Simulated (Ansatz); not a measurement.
Ga5Sb2As3 (I-4m2)

Theory: DFT PBE, scalar-relativistic, plane waves, PAW (Ansatz 0.2.0).

Settings: cutoff 420 eV, Γ-centred mesh 12×12×12 on the computed 10-atom cell, Gaussian smearing of 0.10 eV; no spin polarisation.

The structure is relaxed at this level of theory with its symmetry kept, and needn't be the ground state of this composition.

Space group I-4m2 (No. 119). a = 4.199 Å, b = 4.199 Å, c = 29.655 Å, α = 90.00°, β = 90.00°, γ = 90.00°
```json
{"atom": "Ga", "site": "2a", "symmetry": "-4m2", "x": "0.0000", "y": "0.0000", "z": "0.0000"}
{"atom": "Ga", "site": "4e", "symmetry": "2mm.", "x": "0.5000", "y": "0.5000", "z": "0.1085"}
{"atom": "Ga", "site": "4e", "symmetry": "2mm.", "x": "0.0000", "y": "0.0000", "z": "0.2029"}
{"atom": "Sb", "site": "4f", "symmetry": "2mm.", "x": "0.5000", "y": "0.0000", "z": "0.4458"}
{"atom": "As", "site": "4f", "symmetry": "2mm.", "x": "0.0000", "y": "0.5000", "z": "0.1557"}
{"atom": "As", "site": "2d", "symmetry": "-4m2", "x": "0.5000", "y": "0.0000", "z": "0.2500"}
```

| Quantity | Value |
| --- | --- |
| Space group | I-4m2 (No. 119) |
| Volume per atom | 26.14 Å³ |
| Formation energy from the elements' standard states (uncorrected) | -0.253 eV/atom |
| Kohn–Sham band gap | zero, with almost no states at the Fermi level |
| Density of states at the Fermi level | 0.0 states/eV per cell |
| Orbital (Löwdin) character within 0.5 eV of the Fermi level | Sb 5p 45 %, As 4p 24 %, Ga 4p 22 % |
| Bader charge by site (e) | Ga (1 in the cell) 0.32, Ga (2 in the cell) 0.49, Ga (2 in the cell) 0.66, Sb (2 in the cell) -0.33, As (2 in the cell) -0.65, As (1 in the cell) -0.66 |

Spin-orbit coupling is left out, which matters for the bands of heavy elements.

The cell was found from a structure generator's guess, not taken from experiment. Löwdin shares on free-atom orbitals overweight diffuse shells.
